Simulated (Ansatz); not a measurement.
# AlIn$_{2}$N$_{3}$: course of a relaxation

The calculation used DFT PBEsol, scalar-relativistic, plane waves, PAW (Ansatz 0.2.0). (420 eV cutoff, 6×6×6 k-mesh, Gaussian smearing of 0.02 eV, no spin polarisation)

What was changed: equal strain along all axes, cell held, atoms relaxed: +3.0 %.

Command:

```bash
ansatz run input.yaml --threads 2 --pin off --max-ram 5120MiB --backend cpu --events-out ev --progress --plain --runs-dir out
```

Input:

```yaml
crystal:
  lattice:
    - [5.2463092244, -3.0192465196, 0.0]
    - [5.2463092244, 3.0192465196, 0.0]
    - [0.0, 0.0, 5.608366829]
  atoms:
    - { symbol: Al, position: [0.3410806137, 0.6589193863, 0.9892764841] }
    - { symbol: Al, position: [0.6589193863, 0.3410806137, 0.4892764841] }
    - { symbol: In, position: [0.9893223274, 0.3349808435, 0.9874417509] }
    - { symbol: In, position: [0.6650191565, 0.0106776726, 0.9874417509] }
    - { symbol: In, position: [0.0106776726, 0.6650191565, 0.4874417509] }
    - { symbol: In, position: [0.3349808435, 0.9893223274, 0.4874417509] }
    - { symbol: "N", position: [0.9699832729, 0.3332470707, 0.3844582762] }
    - { symbol: "N", position: [0.6667529293, 0.0300167271, 0.3844582762] }
    - { symbol: "N", position: [0.0300167271, 0.6667529293, 0.8844582762] }
    - { symbol: "N", position: [0.3332470707, 0.9699832729, 0.8844582762] }
    - { symbol: "N", position: [0.3665166975, 0.6334833025, 0.3389234616] }
    - { symbol: "N", position: [0.6334833025, 0.3665166975, 0.8389234616] }
basis:
  ecutwfc: 420
kpoints:
  mp_grid: { grid: [6, 6, 6] }
hamiltonian:
  xc: pbesol
scf:
  occupations: { method: gaussian, width: 0.02 }
output:
  forces: true
  stress: true
  eigenvalues: true
  write_density: true
  write_potential: true
  elf: true
  volumetric_format: npy
relax:
  adjacent_minimum: "off"
  f_tol: 0.008
  max_steps: 40
```

F is the free energy.

Steps:

```json
{"step": "1", "F − F(1) (eV)": "0.0000", "largest force component (eV/Å)": "0.028"}
{"step": "2", "F − F(1) (eV)": "-0.0003", "largest force component (eV/Å)": "0.022"}
{"step": "3", "F − F(1) (eV)": "-0.0004", "largest force component (eV/Å)": "0.009"}
{"step": "4", "F − F(1) (eV)": "-0.0004", "largest force component (eV/Å)": "0.002"}
```

Relaxed structure:

```yaml
crystal:
  lattice:
    - [5.24631, -3.01925, 0.00000]
    - [5.24631, 3.01925, 0.00000]
    - [0.00000, 0.00000, 5.60837]
  atoms:
    - { symbol: Al, position: [0.34130, 0.65870, 0.98906] }
    - { symbol: Al, position: [0.65870, 0.34130, 0.48906] }
    - { symbol: In, position: [0.98987, 0.33465, 0.98777] }
    - { symbol: In, position: [0.66535, 0.01013, 0.98777] }
    - { symbol: In, position: [0.01013, 0.66535, 0.48777] }
    - { symbol: In, position: [0.33465, 0.98987, 0.48777] }
    - { symbol: N, position: [0.96959, 0.33354, 0.38406] }
    - { symbol: N, position: [0.66646, 0.03041, 0.38406] }
    - { symbol: N, position: [0.03041, 0.66646, 0.88406] }
    - { symbol: N, position: [0.33354, 0.96959, 0.88406] }
    - { symbol: N, position: [0.36612, 0.63388, 0.33927] }
    - { symbol: N, position: [0.63388, 0.36612, 0.83927] }
```

It takes space group Cmc2_1 (No. 36, orthorhombic). The conventional cell has a = 10.493 Å, b = 6.038 Å, c = 5.608 Å, α = 90.00°, β = 90.00°, γ = 90.00°. Al (site symmetry m) is surrounded by 4 N at 1.95 to 1.97 Å. In (site symmetry 1) has 4 N at 2.22 to 2.23 Å as nearest neighbours. N (site symmetry 1) is surrounded by 1 Al at 1.95 Å and 3 In at 2.22 to 2.23 Å. Around N (site symmetry m) lie 2 Al at 1.96 to 1.97 Å and 2 In at 2.23 Å.

The run converged. The run took 63 s on 2 threads of Intel(R) Xeon(R) Platinum 8488C (Sapphire Rapids) (shared host), peak memory 0.76 GiB.